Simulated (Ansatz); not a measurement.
Choice of functional: As

```
CELL_PARAMETERS angstrom
1.87741 1.08392 3.70434
-1.87741 1.08392 3.70434
0.00000 -2.16785 3.70434
ATOMIC_POSITIONS crystal
As 0.22443 0.22443 0.22443
As 0.77557 0.77557 0.77557
```

Atom numbers follow the list: As1, As2.

Structure from Materials Project entry mp-11 (possibly hypothetical), not relaxed further.

One fixed cell is solved with several functionals by PAW (frozen-core files) in Ansatz 0.2.0, scalar-relativistically. A positive pressure means that the functional wants a larger cell.

The PAW files were made with PBE; their cores are remade for each functional.

The runs use a Γ-centred 12×12×12 k mesh, Fermi–Dirac smearing of 0.05 eV, cutoff 420 eV, no spin polarisation; the PAW files were made with PBE, and the program remakes their frozen cores for this functional.

Cutoffs: PBEsol 420 eV, LDA 420 eV, r²SCAN 500 eV, PBE 420 eV.

Question: One of the runs gave P (GPa) = 0.03, force As1 z (eV/Å) = -0.056, lowest level at Γ above −25 eV, from the valence-band top or, without a gap, the Fermi level (eV) = -15.71. Which setting was it?
A. r²SCAN
B. LDA
C. PBEsol
D. PBE

Answer: A. The full set:
| setting | P (GPa) | force As1 z (eV/Å) | lowest level at Γ above −25 eV, from the valence-band top or, without a gap, the Fermi level (eV) |
| --- | --- | --- | --- |
| PBEsol | -1.41 | 0.170 | -14.91 |
| LDA | -2.95 | 0.051 | -14.91 |
| r²SCAN | 0.03 | -0.056 | -15.71 |
| PBE | 1.79 | 0.241 | -14.93 |
